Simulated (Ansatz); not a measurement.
**How the vibrations of Al change with volume**

Computed with Ansatz 0.2.0, DFT PBEsol, scalar-relativistic, plane waves, PAW. Settings: 420 eV plane-wave cutoff, Γ-centred 18×18×10 mesh, Fermi-Dirac smearing of 0.15 eV. No spin polarisation. Phonons by linear response, acoustic sum rule imposed.

The cell, relaxed at this level:
```xyz
2
Lattice="2.8403 0.0000 0.0000 -1.4202 2.4598 0.0000 0.0000 0.0000 4.6752" Properties=species:S:1:pos:R:3 pbc="T T T"
Al    1.4202    0.8199    3.5064
Al    0.0000    1.6399    1.1688
```

In a metal, frequencies depend on the k mesh and the smearing, soft modes most.

Cells at 0.98 and 1.02 times the equilibrium volume were relaxed in shape and atoms; γ = −d ln ν / d ln V, modes matched by rank.

Task: Give the optical frequencies at Γ (cm⁻¹) at the three volumes and the mode Grüneisen parameters.

Result:
| 0.98 V | V | 1.02 V | γ | degeneracy |
| --- | --- | --- | --- | --- |
| 151 | 145 | 139 | 2.05 | 2 |
| 325 | 312 | 300 | 2.01 | 1 |

Task: What pressures hold the two strained cells, and what bulk modulus follows?

Result: 1.66 GPa at 0.98 V and -1.49 GPa at 1.02 V, so B = −dP/d ln V ≈ 79 GPa.

This form isn't the element's structure at ambient conditions.

Cost: 6 runs of about 0.96 core-minutes in all, on Intel Xeon 6975P-C (Granite Rapids) (shared hosts).